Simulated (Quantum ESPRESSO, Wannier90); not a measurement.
**Wannierisation of Pb$_{2}$SeS (P4/mmm)**

```
begin unit_cell_cart
ang
    4.2971300000    0.0000000000    0.0000000000
    0.0000000000    4.2971300000    0.0000000000
    0.0000000000    0.0000000000    6.0924300000
end unit_cell_cart
begin atoms_frac
Pb   0.0000000000  0.0000000000  0.0000000000
Pb   0.5000000000  0.5000000000  0.5000000000
Se   0.5000000000  0.5000000000  0.0000000000
S    0.0000000000  0.0000000000  0.5000000000
end atoms_frac
```

Cell from Materials Project (mp-1219943), symmetrised, no further relaxation. Not found in the COD (Crystallography Open Database) copy used; not checked further. Method: PBEsol plane waves in Quantum ESPRESSO 7.5 (PseudoDojo norm-conserving files, 69 Ry, spinors with spin-orbit coupling), Bloch states on a 6×6×4 mesh through Γ, Wannier90 4.0.1. Density: 8×8×6 mesh, Gaussian smearing 0.01 Ry. With spin-orbit coupling a semilocal functional can close or falsely invert a small gap; the band order was not checked against a better method.

Bands 31-34 form an isolated set from -13.37 to -11.54 eV relative to the Fermi level (on the path) and are turned into 4 Wannier functions by minimising the spread from the start: atomic waves S 3s, Se 4s.

Centres (Cartesian, Å; one of the equivalent choices) and spreads:

```
n      x      y      z  spread (Å²)  nearest atom
-  -----  -----  -----  -----------  ------------
1  2.149  2.149  0.000        1.819           Se3
2  2.149  2.149  0.000        1.819           Se3
3  0.000  0.000  3.046        1.691            S4
4  0.000  0.000  3.046        1.691            S4
```

Ω_I = 7.01 Å², Ω_total = 7.02 Å²; the interpolated bands follow pw.x to 0.1 meV rms on the path. Only this start was tried; a symmetric start can stop on a saddle, and mixtures of these functions could lower the total by at most Ω_total − Ω_I.
